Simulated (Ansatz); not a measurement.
The start is a generated cell, Cs built in the fcc structure type. The structure is fully relaxed (lattice and positions, P = 0) with r2SCAN (plane waves to 500 eV, PAW, scalar-relativistic; Ansatz, a first-principles code). The first steps use a coarse 8×8×8 k-mesh.

Input geometry:
```yaml
crystal:
  lattice:
    - [0.00000, 3.81126, 3.81126]
    - [3.81126, 0.00000, 3.81126]
    - [3.81126, 3.81126, 0.00000]
  atoms:
    - { symbol: Cs, position: [0.00000, 0.00000, 0.00000] }
```

```yaml
energy_released: 0.01 eV/atom
volume_change: +12.6 %, from 110.72 to 124.70 Å³/atom
optimiser_moves: 3
```

Final values are on a 10×10×10 k-mesh of the relaxed cell. No spin polarisation in the result.

The run could not lose the symmetry of its start.

The relaxed structure has the type that Cs is known to take under pressure; here it was relaxed at zero pressure, from a generated start.
